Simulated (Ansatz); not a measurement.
LiF:
```
LiF
1.0
    3.08829     0.00000     0.00000
   -1.54414     2.67453     0.00000
    0.00000     0.00000     4.83562
Li F
2 2
Direct
  0.33333   0.66667   0.38124
  0.66667   0.33333   0.88124
  0.33333   0.66667   0.99375
  0.66667   0.33333   0.49375
```

Relaxed with HSE06.

**Question.** Give the Bader charges and basin volumes of the independent atoms, DFT-HSE06 in the program Ansatz with PAW potentials.

**Answer.** 

| atom | Bader charge (e) | Bader volume (Å³) |
|---|---|---|
| Li1 | +0.91 | 3.0 |
| F3 | -0.91 | 17.0 |

Space group P6_3mc (wurtzite). The first step of the workflow began from a Materials Project structure, measured or hypothetical; the Crystallography Open Database copy checked does not list it. It is not the phase usual at ambient conditions (space group No. 225). Symmetry was held in the HSE06 relaxation; whether a distortion lowers the energy is not shown.

Potentials: the later of the program's two PAW sets.
